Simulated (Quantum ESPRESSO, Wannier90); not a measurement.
# HgSe (P3₂21): Wannier90 run

```
begin unit_cell_cart
ang
    4.4216834770    0.0000000000    0.0000000000
   -2.2108417385    3.8292902185    0.0000000000
    0.0000000000    0.0000000000    9.9015996221
end unit_cell_cart
begin atoms_frac
Hg  -0.0000000000 -0.2781200000  0.3333333333
Hg   0.2781200000  0.2781200000  0.0000000000
Hg  -0.2781200000  0.0000000000 -0.3333333333
Se  -0.0000000000  0.4940600000 -0.1666666667
Se  -0.4940600000 -0.4940600000  0.5000000000
Se   0.4940600000  0.0000000000  0.1666666667
end atoms_frac
```

Structure: Materials Project mp-1018722, symmetrised, not relaxed again. Not found in the COD (Crystallography Open Database) copy used, which has the formula in other groups; not checked further. Computed values, not measurements, from PBEsol: Quantum ESPRESSO (norm-conserving PseudoDojo potentials, cutoff 69 Ry, no spin polarisation, no spin-orbit coupling) on a Γ-centred 4×4×4 mesh, then Wannier90. Density: 12×12×4 mesh, cold smearing 0.01 Ry. The cell is built of weakly bound layers, chains or molecules, whose nearest atoms lie 3.28 Å apart. Database cells relaxed without dispersion often hold them too far apart, which can enlarge gaps and weakens couplings between them; spacing and stacking were not compared with the measured crystal. Spin-orbit coupling is left out although heavy elements are present.

A tight-binding model is made by disentanglement and projection with no localisation steps (num_iter = 0), so the 24 orbitals stay atom-like: hydrogen-like Hg: s;p; Se: s;p, axes along x, y, z; frozen window up to 2.50 eV relative to the valence-band maximum. It follows pw.x to 7.4 meV rms for states up to 2.0 eV relative to the valence-band maximum. Matrix elements depend on this choice of orbitals and windows. Bands 31–45 (Hg 5d 93 %, Se 4p 5 %) lie between the kept ones and are excluded.

Problem. What are the on-site energies relative to the valence-band maximum, and how fast do the hoppings decay?

Solution. 
```tsv
atom	orbitals	energy (eV)
Hg1	s	-1.49
Hg1	pz	5.69
Hg1	px	5.76
Hg1	py	5.15
Hg2	s	-1.49
Hg2	pz	5.69
Hg2	px	5.76
Hg2	py	5.15
Hg3	s	-1.49
Hg3	pz	5.69
Hg3	px	4.85
Hg3	py	6.07
Se4	s	-11.36
Se4	pz	0.49
Se4	px	0.19
Se4	py	0.21
Se5	s	-11.36
Se5	pz	0.49
Se5	px	0.19
Se5	py	0.21
Se6	s	-11.36
Se6	pz	0.49
Se6	px	0.22
Se6	py	0.18
```

```json
[
 {"distance of the centres (Å)": "2–3", "largest modulus (eV)": "2.0"},
 {"distance of the centres (Å)": "3–4", "largest modulus (eV)": "1.00"},
 {"distance of the centres (Å)": "4–5", "largest modulus (eV)": "0.62"},
 {"distance of the centres (Å)": "5–6", "largest modulus (eV)": "0.30"},
 {"distance of the centres (Å)": "6–7", "largest modulus (eV)": "0.20"}
]
```
